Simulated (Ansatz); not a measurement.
Hf (hcp)

Computed with Ansatz (plane waves, PAW, 420 eV cutoff): LDA, scalar-relativistic, no spin polarisation, Γ-centred 16×16×8 mesh, 0.05 eV Gaussian smearing; PAW files: Ansatz's generated set soft_2.

```
CELL_PARAMETERS angstrom
3.12033 0.00000 0.00000
-1.56016 2.70228 0.00000
0.00000 0.00000 4.93609
ATOMIC_POSITIONS crystal
Hf 0.33333 0.66667 0.75000
Hf 0.66667 0.33333 0.25000
```

The cell is relaxed to zero pressure at this level.

Path: Γ–M–K–Γ–A–L–H–A | L–M | H–K, with Γ = (0.000, 0.000, 0.000), M = (0.500, 0.000, 0.000), K = (0.333, 0.333, 0.000), A = (0.000, 0.000, 0.500), L = (0.500, 0.000, 0.500), H = (0.333, 0.333, 0.500) in reciprocal vectors of the calculation's cell.

Levels between -3 and 2 eV from the Fermi level at the path's named points:
| point | below E_F (eV) | above E_F (eV) |
| --- | --- | --- |
| Γ |  | 1.02 1.09 1.09 1.40 1.99 1.99 |
| M | -2.49 -0.62 | 0.66 0.93 1.75 |
| K | -2.44 -1.83 -1.83 -1.46 | 0.34 0.34 |
| A |  | 0.10 0.10 0.97 0.97 0.97 0.97 |
| L | -1.17 -1.17 | 1.50 1.50 |
| H | -1.96 -1.96 -1.56 -1.56 -0.10 -0.10 |  |

By these bands, is it a metal or an insulator, and if it has a gap, where are the band edges on this path?

A metal: bands cross the Fermi level.

Scalar-relativistic only: spin–orbit splittings of the heavy atoms' levels are missing. The relaxed cell is 7 % smaller in volume than the cell of this structure in the Crystallography Open Database (22.38 Å³/atom, 1963).
